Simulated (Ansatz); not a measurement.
Below is a relaxed structure of Al4Ni3Pd. The cell was found from a structure generator's guess, not taken from experiment.

The calculation used DFT PBE, scalar-relativistic, plane waves, PAW (Ansatz 0.2.0). Cutoff 420 eV, Γ-centred mesh, Gaussian smearing, no spin polarisation.

```xyz
8
Lattice="4.1440 0.0000 0.0000 0.0000 4.1440 0.0000 0.0000 0.0000 5.9459" Properties=species:S:1:pos:R:3 pbc="T T T"
Al    2.0720    0.0000    4.3952
Al    2.0720    0.0000    1.5507
Al    0.0000    2.0720    4.3952
Al    0.0000    2.0720    1.5507
Ni    0.0000    0.0000    2.9730
Ni    0.0000    0.0000    0.0000
Ni    2.0720    2.0720    2.9730
Pd    2.0720    2.0720    0.0000
```

Energies over the elements count from the elements' standard structures at the same level, with no fitted energy shifts.

(1) What space group does it have?

(2) How far does it lie from the elements in energy?

(3) Is it a metal?

Results:

(1) P4/mmm (No. 123). Conventional cell: a = 4.144 Å, c = 5.946 Å. Al has 6 Ni at 2.51–2.59 Å, 2 Pd at 2.59 Å, 5 Al at 2.84–2.93 Å and 1 Al at 3.10 Å; around Ni on its first site lie 8 Al at 2.51 Å and 6 Ni at 2.93–2.97 Å; Ni on its second site has 8 Al at 2.59 Å, 4 Pd at 2.93 Å and 2 Ni at 2.97 Å; Pd has 8 Al at 2.59 Å and 6 Ni at 2.93–2.97 Å; 1 more site not described.

(2) −0.68 eV/atom. It lies below the elements, which doesn't yet make it stable against other compounds or structures.

(3) Yes, bands cross the Fermi level on the 10×10×6 mesh.

The last run used a 10×10×6 mesh (in the run's order of axes) for its 8-atom cell and Gaussian smearing of 0.10 eV. Trial moments died out on the coarse mesh, so the last step has no spin; another magnetic start might hold. A structure relaxed within its symmetry needn't be a true minimum.
